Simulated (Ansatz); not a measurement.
Ansatz (a program for electronic structure) input:

Ansatz 0.2 input:
```yaml
crystal:
  lattice:
    - [0.0, 2.3143225904, 2.3143225904]
    - [2.3143225904, 0.0, 2.3143225904]
    - [2.3143225904, 2.3143225904, 0.0]
  atoms:
    - { symbol: Na, position: [0.0, 0.0, 0.0] }
    - { symbol: F, position: [0.5, 0.5, 0.5] }
kpoints:
  mp_grid: { grid: [9, 9, 9] }
basis: { xc_grid: 2 }
hamiltonian:
  xc: pbesol
  pseudopotentials: { azcp: { folder: ./paw }, kind: paw }
scf:
  occupations: { method: fixed }
output:
  optics: { e_range: [0.0, 15.0], de: 0.05, sigma: 0.1, bands: { spectra_wanted_up_to: 12 eV } }
```

Output (shortened):

```
output.optics: the spectra are integrated over the Brillouin zone by k·p interpolation around the k-points, where levels, occupations, output.optics.sigma and …
Pseudopotential: Na, paw, valence charge 9
Pseudopotential: F, paw, valence charge 7
Functional definition: PBEsol
Crystal: 2 atoms, lattice volume = 24.791 Å³
Basis set: ecut = 420 eV, 531 PW (Γ), exchange–correlation on 48×48×48 points (8 copies of the dense FFT grid, shifted against one another)
Bands: 12, of which v1, the nominal top of the filled ones, is band 8 counted from 1 (7 counted from 0)
Symmetry: 48 space group operations
Space group: Fm-3m (ITA 225), of the structure as read, at distance tolerance 2.9e-5 Å
k-points: 35 of 729
SCF iter   1: F=—  HF=-2281.661918 eV  |F-HF|=—  |Δ(HF+E_count)|=         —  Δρ=2.13e-1  dr2=8.07e0  ethr=3.10e-3  ⟨swp⟩=4.7  Hψ=2367  notcnv=0  defer=55
preconditioner: auto → none
SCF iter   2: F=—  HF=-2279.584853 eV  |F-HF|=—  |Δ(HF+E_count)|=    2.08e0  Δρ=1.29e-1  dr2=2.42e0  ethr=3.10e-3  ⟨swp⟩=4.0  Hψ=1248  notcnv=0  defer=67
SCF iter   3: F=—  HF=-2278.920270 eV  |F-HF|=—  |Δ(HF+E_count)|=   6.65e-1  Δρ=2.13e-2  dr2=9.52e-2  ethr=3.10e-3  ⟨swp⟩=2.1  Hψ=802  notcnv=0  defer=43
SCF iter   4: F=—  HF=-2278.923745 eV  |F-HF|=—  |Δ(HF+E_count)|=   3.48e-3  Δρ=4.48e-3  dr2=2.92e-3  ethr=5.95e-4  ⟨swp⟩=2.4  Hψ=784  notcnv=0  defer=68
SCF iter   5: F=—  HF=-2278.926806 eV  |F-HF|=—  |Δ(HF+E_count)|=   3.06e-3  Δρ=1.26e-3  dr2=3.64e-4  ethr=1.83e-5  ⟨swp⟩=2.6  Hψ=794  notcnv=0  defer=68
SCF iter   6: F=—  HF=-2278.926747 eV  |F-HF|=—  |Δ(HF+E_count)|=   5.91e-5  Δρ=3.81e-4  dr2=4.10e-5  ethr=2.27e-6  ⟨swp⟩=2.1  Hψ=545  notcnv=0  defer=67
SCF iter   7: F=—  HF=-2278.926755 eV  |F-HF|=—  |Δ(HF+E_count)|=   8.03e-6  Δρ=6.44e-5  dr2=8.96e-7  ethr=2.56e-7  ⟨swp⟩=2.0  Hψ=646  notcnv=0  defer=68
SCF iter   8: F=—  HF=-2278.926753 eV  |F-HF|=—  |Δ(HF+E_count)|=   2.27e-6  Δρ=1.33e-5  dr2=4.39e-8  ethr=5.60e-9  ⟨swp⟩=2.1  Hψ=488  notcnv=0
SCF iter  10: F=-2278.926753 eV  HF=-2278.926753 eV  |F-HF|=4.55e-13  |Δ(HF+E_count)|=  5.28e-11  Δρ=3.75e-8  dr2=3.25e-13  ethr=1.00e-12  ⟨swp⟩=5.0  Hψ=1825  notcnv=0
SCF 1 converged in 10 iterations: F = -2278.926753 eV  dr2 = 3.25e-13
NSCF: frozen V_eff on 35 k-points
Optics k sum: 0 of 35 k-points
Optics k sum: 2 of 35 k-points
Optics k sum: 4 of 35 k-points
Optics k sum: 6 of 35 k-points
Optics k sum: 7 of 35 k-points
Optics k sum: 9 of 35 k-points
Optics k sum: 11 of 35 k-points
Optics k sum: 13 of 35 k-points
Optics k sum: 14 of 35 k-points
Optics k sum: 16 of 35 k-points
Optics k sum: 18 of 35 k-points
Optics k sum: 20 of 35 k-points
Optics k sum: 21 of 35 k-points
Optics k sum: 23 of 35 k-points
Optics k sum: 25 of 35 k-points
Optics k sum: 27 of 35 k-points
Optics k sum: 28 of 35 k-points
Optics k sum: 30 of 35 k-points
Optics k sum: 32 of 35 k-points
Optics k sum: 34 of 35 k-points
Optics k sum: 35 of 35 k-points
Optics k sum: 0 of 35 k-points
Optics k sum: 2 of 35 k-points
Optics k sum: 4 of 35 k-points
Optics k sum: 6 of 35 k-points
Optics k sum: 7 of 35 k-points
Optics k sum: 9 of 35 k-points
Optics k sum: 11 of 35 k-points
Optics k sum: 13 of 35 k-points
Optics k sum: 14 of 35 k-points
Optics k sum: 16 of 35 k-points
Optics k sum: 18 of 35 k-points
Optics k sum: 20 of 35 k-points
Optics k sum: 21 of 35 k-points
Optics k sum: 23 of 35 k-points
Optics k sum: 25 of 35 k-points
Optics k sum: 27 of 35 k-points
Optics k sum: 28 of 35 k-points
Optics k sum: 30 of 35 k-points
Optics k sum: 32 of 35 k-points
Optics k sum: 34 of 35 k-points
Optics k sum: 35 of 35 k-points
NSCF: frozen V_eff on 1 k-points
NSCF: frozen V_eff on 1 k-points
NSCF: frozen V_eff on 1 k-points
NSCF: frozen V_eff on 1 k-points
output.optics: what the bands over the 15 summed would add to eps1, eps2 and the energy-loss function is held between a lower and an upper bound (7 Lanczos …
SCF converged after 10 iterations
Free energy (F): -2278.926753 eV
Harris-Foulkes:  -2278.926753 eV  (|F-HF|=4.55e-13)
Internal energy: -2278.926753 eV  (E = F + TS)
E sigma→0 (E₀):  -2278.926753 eV
Fermi energy:    0.849277 eV
--- Per-component energies (eV) ---
  E_band       = -234.250350
  E_kinetic    = 312.090306
  E_local      = -1847.651292  (includes V_loc(G=0)·N_el)
  E_nonlocal   = 366.372567
  E_hartree    = 625.662821
  E_xc         = -113.404429
  E_vxc        = -146.471684  (∫ρ·V_xc dr)
  E_paw        = -481.392233  (= ΣΔE_a)
  E_vpaw       = -169.916652  (= ΣTr[D̂ρ^β])
  E_aug_tail   = 0.000753  (compensation charges beyond the density's cutoff)
  E_ewald      = -1140.702382
  E_core_change = 0.097136  (= ΣΔE_core)
  E_smearing   =  0.000000  (= −TS)
  E_closure    =  0.000000  (closes the sum)
  Σ components = -2278.926753   (vs F -2278.926753, Δ=0.00e0)
  [band-id]    e_kinetic+e_local+e_nonlocal+2·e_hartree+e_vxc+e_vpaw+e_augmentation_tail = -234.250360   (vs E_band -234.250350, Δ=-1.03e-5)
--- Band table (eV; the first three rows and the last of 35) ---
  k-point 0: bands = ["-45.8786", "-18.1997", "-17.9109", "-17.9109", "-17.9109", "0.8493", "0.8493", "0.8493", "7.0487", "19.6995", "19.6995", "19.6995"]
  k-point 1: bands = ["-45.8769", "-18.3606", "-17.9124", "-17.9124", "-17.7345", "0.6051", "0.8185", "0.8185", "7.4896", "18.1841", "19.8926", "19.8926"]
  k-point 2: bands = ["-45.8728", "-18.5707", "-17.9161", "-17.9161", "-17.4848", "0.0735", "0.7410", "0.7410", "8.5884", "16.2693", "20.3560", "20.3560"]
  k-point 34: bands = ["-45.8607", "-18.4440", "-18.0013", "-18.0000", "-17.4523", "-0.1690", "0.0531", "0.3235", "13.5162", "13.9632", "16.2656", "18.0195"]
```

Cost: very roughly 14 core-seconds on shared cores.

Symmetry was held in the PBEsol relaxation.

Potentials: the earlier of the program's two PAW sets. The files were generated under PBE; for other functionals the program regenerates the frozen cores, and for LDA and PBEsol the local potential too.

Ansatz is a plane-wave DFT program.
